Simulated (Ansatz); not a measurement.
CaTiO3:
```
CELL_PARAMETERS angstrom
      2.69964     1.55864     4.44232
     -2.69964     1.55864     4.44232
      0.00000    -3.11727     4.44232
ATOMIC_POSITIONS crystal
  Ca 0.27606 0.27606 0.27606
  Ca 0.77606 0.77606 0.77606
  Ti 0.01620 0.01620 0.01620
  Ti 0.51620 0.51620 0.51620
  O  0.74859 0.18296 0.32648
  O  0.32648 0.74859 0.18296
  O  0.18296 0.32648 0.74859
  O  0.82648 0.68296 0.24859
  O  0.24859 0.82648 0.68296
  O  0.68296 0.24859 0.82648
```

Cartesian axes are those of the cell as given.

### Question
Give the high-frequency dielectric tensor and the Born effective charge tensors of the independent atoms from DFPT, PBEsol in the plane-wave PAW code Ansatz.

### Answer

ε∞:
```
5.92  0.00  0.00
0.00  5.92  0.00
0.00  0.00  5.48
```
Z* of atom 1 (Ca), rows: field, columns: displacement, in e:
```
 2.57  -0.18   0.00
 0.18   2.57   0.00
 0.00   0.00   2.33
```
Z* of atom 3 (Ti), rows: field, columns: displacement, in e:
```
 6.56   0.73   0.00
-0.73   6.56   0.00
 0.00   0.00   5.71
```
Z* of atom 5 (O), rows: field, columns: displacement, in e:
```
-3.44  -1.07   1.21
-0.99  -2.65   0.83
 1.21   0.86  -2.68
```

Space group R3c. The start of the workflow was typed in or built on a structure type; neither database checked (COD, Materials Project) lists it. COD files the formula under space group No. 11, 62, 65, 140, 221. Its standing as an ambient phase is unchecked. The cell was relaxed with PBEsol under the symmetry of its start; whether a distortion lowers the energy is not shown. The workflow began spin-polarised and lost its moments.

Potentials: the later of the program's two PAW sets.
